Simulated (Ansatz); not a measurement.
Data:

LiCa2CuN2:
```
CELL_PARAMETERS angstrom
      5.26083     0.00000     0.00000
      0.00000     5.26083     0.00000
      0.00000     0.00000     6.59354
ATOMIC_POSITIONS crystal
  Li 0.50000 0.50000 0.50000
  Li 0.00000 0.00000 0.00000
  Ca 0.00000 0.50000 0.25000
  Ca 0.00000 0.50000 0.75000
  Ca 0.50000 0.00000 0.25000
  Ca 0.50000 0.00000 0.75000
  Cu 0.50000 0.50000 0.00000
  Cu 0.00000 0.00000 0.50000
  N  0.24773 0.75227 0.50000
  N  0.75227 0.24773 0.50000
  N  0.74773 0.74773 0.00000
  N  0.25227 0.25227 0.00000
```

This is the r²SCAN-relaxed structure. x, y and z are the axes in which the lattice vectors are written.

### Question
All from r²SCAN in the plane-wave PAW code Ansatz, unless another level is named. Predict the HSE06 gap on the r²SCAN cell.

### Answer
2.13 eV.

### Question
And the electron effective mass, band 1 of 2 at the edge?

### Answer
1.1 along x, 8.1 along z (mₑ).

### Question
Next, the hole effective mass, band 1 of 2 at the edge?

### Answer
2.1 along x, 19 along z (mₑ).

### Question
And the weight of the conduction-edge state by species (Voronoi cells)?

### Answer
Ca 40 %, Cu 25 %, Li 24 %, N 10 %.

### Question
Give the weight of the valence-edge state by species (Voronoi cells).

### Answer
N 56 %, Cu 33 %, Ca 9 %, Li 2 %.

Space group P4_2/mnm. The workflow started from a Materials Project entry (that database holds measured and hypothetical structures alike); the Crystallography Open Database copy checked does not list it. With Li and Cu taken as one species the cell has the higher symmetry P4_2/mmc, so it may be an ordered model of a mixed-site phase. Its standing as an ambient phase is unchecked. Symmetry was held in the r²SCAN relaxation; its stability against distortions is not shown here. The run is not spin-polarised.

Potentials: the later of the program's two PAW sets.
